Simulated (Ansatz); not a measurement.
Input and command of a plane-wave DFT calculation in Ansatz:

```yaml
crystal:
  lattice:
    - [7.537, 0.0, 0.0]
    - [-3.7685, 6.5272334683, 0.0]
    - [0.0, 0.0, 5.223]
  atoms:
    - { symbol: Ti, position: [0.3333333333, 0.6666666667, 0.0] }
    - { symbol: Ti, position: [0.6666666667, 0.3333333333, 0.5] }
    - { symbol: Ti, position: [0.6666666667, 0.3333333333, 0.0] }
    - { symbol: Ti, position: [0.3333333333, 0.6666666667, 0.5] }
    - { symbol: Ti, position: [0.23, 0.0, 0.25] }
    - { symbol: Ti, position: [0.23, 0.23, 0.75] }
    - { symbol: Ti, position: [0.0, 0.23, 0.25] }
    - { symbol: Ti, position: [0.77, 0.0, 0.75] }
    - { symbol: Ti, position: [0.77, 0.77, 0.25] }
    - { symbol: Ti, position: [0.0, 0.77, 0.75] }
    - { symbol: Ge, position: [0.6, 0.0, 0.25] }
    - { symbol: Ge, position: [0.6, 0.6, 0.75] }
    - { symbol: Ge, position: [0.0, 0.6, 0.25] }
    - { symbol: Ge, position: [0.4, 0.0, 0.75] }
    - { symbol: Ge, position: [0.4, 0.4, 0.25] }
    - { symbol: Ge, position: [0.0, 0.4, 0.75] }
basis:
  ecutwfc: 420
kpoints:
  mp_grid: { grid: [6, 6, 8] }
hamiltonian:
  xc: pbesol
scf:
  occupations: { method: gaussian, width: 0.1 }
output:
  forces: true
  stress: true
  eigenvalues: true
relax:
  adjacent_minimum: "off"
  f_tol: 0.01
  max_steps: 40
```

```bash
ansatz run input.yaml --threads 4 --pin off --max-ram 10240MiB --backend cpu --events-out ev --progress --plain --runs-dir out
```

Processor: Intel(R) Xeon(R) Processor @ 2.70GHz, 4 threads, on a host shared with other jobs.

**Question.** Estimate time, memory and problem size.

**Answer.** About 82 s on 4 threads of Intel(R) Xeon(R) Processor @ 2.70GHz (shared host), peak memory 1.6 GiB. It solves 123 bands at 35 k points (the mesh reduced by symmetry) with about 5081 plane waves, in 32 SCF iterations over 5 ionic steps.
